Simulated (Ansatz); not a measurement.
## ScCu (Pm-3m), clamped-ion strain scan

The calculation used DFT r2SCAN, scalar-relativistic, plane waves, PAW in Ansatz. The runs took a 500 eV cutoff, a Γ-centred 14×14×14 mesh and Gaussian smearing (0.15 eV). No spin polarisation. Energies are free energies at this smearing, counted from the undisturbed cell; pressure is positive in compression.

Reference structure (as given, not relaxed at this level; it stands at -1.7 GPa, and it needn't be the usual structure):

```xyz
2
Lattice="3.2560 0.0000 0.0000 0.0000 3.2560 0.0000 0.0000 0.0000 3.2560" Properties=species:S:1:pos:R:3 pbc="T T T"
Sc    1.6280    1.6280    1.6280
Cu    0.0000    0.0000    0.0000
```

The cell is strained by ε times the Voigt pattern (1, 0, 0, 0, 0, 0) (xx, yy, zz, yz, xz, xy; engineering shear) with fractional coordinates fixed. The cell is metallic on the mesh throughout.

```
      ε  ΔE (meV/atom) stress summed along the pattern (GPa, tension positive) pressure (GPa)
-0.0200           -0.7                                                    -1.05             0.2
-0.0150              ?                                                        ?            -0.3
-0.0100           -1.1                                                     0.35            -0.7
-0.0050           -0.7                                                        ?               ?
 0.0000            0.0                                                     1.66            -1.7
 0.0050            1.1                                                     2.29            -2.1
 0.0100            2.5                                                        ?               ?
 0.0150            4.2                                                     3.52            -2.9
 0.0175            5.2                                                     3.82            -3.1
 0.0200            6.3                                                     4.12            -3.3
```

Q: Give the withheld values.

A: ΔE (meV/atom) at ε = -0.0150: -1.1; stress summed along the pattern (GPa, tension positive) at ε = -0.0150: -0.34; stress summed along the pattern (GPa, tension positive) at ε = -0.0050: 1.01; pressure (GPa) at ε = -0.0050: -1.2; stress summed along the pattern (GPa, tension positive) at ε = 0.0100: 2.91; pressure (GPa) at ε = 0.0100: -2.5.